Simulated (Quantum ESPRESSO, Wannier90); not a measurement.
# MoSe2 (R3m), plane waves to Wannier functions

Cell from Materials Project (mp-7581), symmetrised, no further relaxation. Not found in the COD (Crystallography Open Database) copy used, which has the formula in other groups; not checked further. Method: PBEsol plane waves in Quantum ESPRESSO 7.5 (PseudoDojo norm-conserving files, 69 Ry, spinors with spin-orbit coupling), Bloch states on a 6×6×6 mesh through Γ, Wannier90 4.0.1. Density: 12×12×12 mesh, cold smearing 0.01 Ry. The cell is built of weakly bound layers, chains or molecules, whose nearest atoms lie 4.04 Å apart. Database cells relaxed without dispersion often hold them too far apart, which can enlarge gaps and weakens couplings between them; spacing and stacking were not compared with the measured crystal.

```
begin unit_cell_cart
ang
   -1.6600700900    2.8753257401    0.0000000000
   -3.3201401801    0.0000000000    0.0000000000
   -1.6600700900    0.9584419134    6.8597870000
end unit_cell_cart
mp_grid = 6 6 6
```

Which shells of neighbouring k-points and which b-vectors and weights does Wannier90 pick for this cell and mesh?


```
 *---------------------------------- K-MESH ----------------------------------*
 +----------------------------------------------------------------------------+
 |                    Distance to Nearest-Neighbour Shells                    |
 |                    ------------------------------------                    |
 |          Shell             Distance (Ang^-1)          Multiplicity         |
 |          -----             -----------------          ------------         |
 |             1                   0.152657                      2            |
 |             2                   0.305315                      2            |
 |             3                   0.367739                      6            |
 |             4                   0.378154                      6            |
 |             5                   0.417220                      6            |
 |             6                   0.444271                      6            |
 |             7                   0.457972                      2            |
 |             8                   0.509433                      6            |
       ... (lines left out)
 +----------------------------------------------------------------------------+
 | The b-vectors are chosen automatically                                     |
 | The following shells are used:                       1,  3                 |
 +----------------------------------------------------------------------------+
 |                        Shell   # Nearest-Neighbours                        |
 |                        -----   --------------------                        |
 |                          1               2                                 |
 |                          2               6                                 |
 +----------------------------------------------------------------------------+
 | Completeness relation is fully satisfied [Eq. (B1), PRB 56, 12847 (1997)]  |
 +----------------------------------------------------------------------------+
 |                  b_k Vectors (Ang^-1) and Weights (Ang^2)                  |
 |                  ----------------------------------------                  |
 |            No.         b_k(x)      b_k(y)      b_k(z)        w_b           |
 |            ---        --------------------------------     --------        |
 |             1         0.000000    0.000000    0.152657    20.617600        |
 |             2         0.000000    0.000000   -0.152657    20.617600        |
 |             3        -0.315408   -0.182101   -0.050886     2.513018        |
 |             4         0.000000    0.364201   -0.050886     2.513018        |
 |             5        -0.315408    0.182101    0.050886     2.513018        |
 |             6         0.315408    0.182101    0.050886     2.513018        |
 |             7         0.000000   -0.364201    0.050886     2.513018        |
 |             8         0.315408   -0.182101   -0.050886     2.513018        |
```
